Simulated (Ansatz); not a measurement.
ZnBr2 in space group R-3m (No. 166; Zn on 3a, Br on 6c) at seven volumes, plane-wave PAW r²SCAN+D4 (Ansatz code), shape and atoms relaxed at each. One row is withheld.

```
V (Å³/atom)  P (GPa)
-----------  -------
23.096          2.83
23.858          1.60
24.619          0.67
25.381          0.00
26.142             ?
26.904         -0.71
27.665         -0.84
```

Task: Fit the shown pressures and predict the withheld one.

Result: Third-order Birch–Murnaghan: P = (3/2)B₀(x^(7/2) − x^(5/2))[1 + (3/4)(B′ − 4)(x − 1)] with x = (V₀/V)^(2/3). Least squares on the six rows gives V₀ = 25.402 Å³/atom, B₀ = 17.70 GPa, B′ = 12.03. At V = 26.142, x = 0.9810 and P = -0.43 GPa. The run itself gave -0.48 GPa.

The workflow started from an entry of the Crystallography Open Database (COD), which files this formula under 2 space groups. Its standing as an ambient phase is unchecked. Symmetry was held in the r²SCAN+D4 relaxation; its stability against distortions is not shown here.

Potentials: the later of the program's two PAW sets.
